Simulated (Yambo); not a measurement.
## KHgF3: sweep of GW parameters

G0W0@PBEsol for KHgF₃ (space group Cmmm, No. 65, within 0.06 Å of Pm-3m) in Yambo. Reference settings: 2×2×2 Γ-centred k mesh, bands 5 to 142 and a 7 Ry block in the screening, 142 bands in G with the Bruneval-Gonze terminator, plasmon pole fitted at 27.2 eV. The PBEsol gap (-0.5, -0.5, -0.5) → Γ on this mesh is 0.41 eV; G0W0 gaps are taken between the same points.

```csv
change from the reference,"G0W0 gap (-0.5, -0.5, -0.5) → Γ (eV)",shift of the valence edge (eV),rough Yambo cost
reference settings,2.35,-0.98,1
"60 bands in W, 60 bands in G",2.82,-0.94,within a factor of two
"95 bands in W, 95 bands in G",2.46,-0.95,within a factor of two
60 bands in G,2.40,-0.97,–
95 bands in G,2.37,-0.98,–
71 bands in W,2.61,-0.94,within a factor of two
2 Ry block,3.06,-1.54,within a factor of two
3 Ry block,2.57,-1.21,within a factor of two
6 Ry block,2.36,-0.99,within a factor of two
pole fitted at 40 eV,2.33,-1.00,–
no random integration,2.26,-0.73,–
"60 bands in G, no terminator",2.10,-0.26,–
"95 bands in G, no terminator",2.14,-0.54,–
no terminator,2.19,-0.71,–
```

The reference isn't shown to be the converged limit. Costs are rough (shared machines), scaled to the same edge states, and given only for runs that recompute the screening.

Without spin-orbit coupling, band edges of such heavy elements can be off by tenths of an eV.

Geometry of the Materials Project entry, not relaxed at this level; primitive cell a = b = 4.5326 Å, c = 4.5244 Å, α = β = 90.00°, γ = 90.11°.

A shift is the quasiparticle energy of the state minus its PBEsol energy.
